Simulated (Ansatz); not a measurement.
SbPt (NiAs type, P6_3/mmc), PBEsol (plane waves, PAW; program Ansatz), all energies at zero smearing, with the estimated change up to a 700 eV cutoff added, with one set of potentials and settings (totals compare only within such a set). Cell of 4 atoms (2 Sb, 2 Pt): -37585.460 eV.

```
element             reference phase  E (eV/atom)
-------  --------------------------  -----------
Sb        R-3m, 2 atoms in the cell   -6408.0873
Pt       Fm-3m, 1 atoms in the cell  -12383.8180
```

Formation energy per atom, worked out: (-37585.460 − 2×(-6408.0873) − 2×(-12383.8180))/4 = -0.412 eV/atom (-40 kJ per mol of atoms), at 0 K, without zero-point energy or fitted corrections.

The workflow started from a Materials Project entry (that database holds measured and hypothetical structures alike); the Crystallography Open Database files this formula in space group No. 194, but the cells were not matched. Whether it is the stable phase at ambient conditions was not checked. The PBEsol relaxation kept the symmetry of its start; whether a distortion lowers the energy is not shown. The run is not spin-polarised. The references are the lowest solids computed at this level, not always the standard phases. Scalar-relativistic: spin–orbit coupling is off unless named, which matters more the heavier the elements.

Potentials: the later of the program's two PAW sets.
